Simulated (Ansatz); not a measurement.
A geometry of Nb away from equilibrium: step 19 of the relaxation of a generated cell, Nb built in the AFLOW prototype A_hR12_166_2h (as in B). Method: r2SCAN (plane waves to 500 eV, PAW, scalar-relativistic; Ansatz, a program for electronic structure). Γ-centred k-mesh 5×5×5 on the run's cell (coarser than for final values), Fermi–Dirac smearing 0.05 eV.

```xyz
12
Lattice="2.9528 1.7048 8.4324 -2.9528 1.7048 8.4324 0.0000 -3.4096 8.4324" Properties=species:S:1:pos:R:3:forces:R:3 pbc="T T T" free_energy=-54750.572 pressure_GPa=3.0
Nb    -1.4323     0.8269     5.4801   -0.0116    0.0067   -0.1095
Nb     0.0000    -1.6539     5.4801    0.0000   -0.0134   -0.1095
Nb     1.4323     0.8269     5.4801    0.0116    0.0067   -0.1095
Nb     1.4323    -0.8269    19.8172    0.0116   -0.0067    0.1095
Nb     0.0000     1.6539    19.8172    0.0000    0.0134    0.1095
Nb    -1.4323    -0.8269    19.8172   -0.0116   -0.0067    0.1095
Nb    -1.4084     0.8131     9.4211   -0.0095    0.0055    0.0154
Nb     0.0000    -1.6263     9.4211    0.0000   -0.0110    0.0154
Nb     1.4084     0.8131     9.4211    0.0095    0.0055    0.0154
Nb     1.4084    -0.8131    15.8762    0.0095   -0.0055   -0.0154
Nb     0.0000     1.6263    15.8762    0.0000    0.0110   -0.0154
Nb    -1.4084    -0.8131    15.8762   -0.0095   -0.0055   -0.0154
```

Positions in Å, forces in eV/Å, free energy of the cell in eV (comparable only within this code, potentials and settings). Largest force: 0.11 eV/Å, on Nb1, Nb2, Nb3, Nb4, Nb5, Nb6 (atoms numbered as listed); the geometry lies 0.08 eV/atom above the end of its relaxation.

No spin polarisation in the result.

The run could not lose the symmetry of its start: the end is stationary, and may be a saddle point rather than a minimum.

The end of the path is a generated cell of Nb: the first start was made by placing the elements on the sites of a structure type, and the end was not matched to a known phase here, so it may be hypothetical. Known forms of Nb include space group No. 229.
